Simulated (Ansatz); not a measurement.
A geometry of HfIr3 away from equilibrium: the start of the relaxation of a relaxed HfIr3 cell, doubled along one cell vector, shaken by Gaussian noise of σ = 0.08 Å a coordinate. All values below come from PBE (plane waves to 420 eV, PAW, scalar-relativistic; Ansatz, an electronic-structure program). Γ-centred k-mesh 7×7×6 on the run's cell (coarser than for final values), Fermi–Dirac smearing 0.05 eV.

```xyz
8
Lattice="2.8219 -3.8642 0.0000 2.8219 3.8642 0.0000 0.0000 0.0000 5.7761" Properties=species:S:1:pos:R:3 pbc="T T T"
Hf     0.0482    -0.0355     0.0073
Hf    -0.0767    -0.1155     2.9172
Ir     2.6678    -0.0847    -0.0691
Ir     2.9255     0.0388     2.7265
Ir     1.4685     1.9465     1.5650
Ir     1.4210     1.8481     4.4488
Ir     4.2213     2.0443     1.3937
Ir     4.3184     2.0612     4.1899
```

Task: Give the Cartesian forces on all atoms (eV/Å).

Result: 
```json
[
 {"atom": "Hf1", "Fx": "-1.45", "Fy": "0.61", "Fz": "0.17"},
 {"atom": "Hf2", "Fx": "0.80", "Fy": "1.65", "Fz": "-0.13"},
 {"atom": "Ir3", "Fx": "2.72", "Fy": "1.32", "Fz": "0.60"},
 {"atom": "Ir4", "Fx": "-1.08", "Fy": "-0.16", "Fz": "1.00"},
 {"atom": "Ir5", "Fx": "-1.04", "Fy": "-1.09", "Fz": "-1.58"},
 {"atom": "Ir6", "Fx": "0.15", "Fy": "0.88", "Fz": "-1.38"},
 {"atom": "Ir7", "Fx": "0.71", "Fy": "-1.54", "Fz": "0.47"},
 {"atom": "Ir8", "Fx": "-0.80", "Fy": "-1.67", "Fz": "0.85"}
]
```

Task: What is the pressure?

Result: +6.3 GPa, compression positive.

No spin polarisation in the result.

The end of the path is a generated cell of HfIr3: the first start was made by placing the elements on the sites of a structure type, and the end was not matched to a known phase here, so it may be hypothetical.
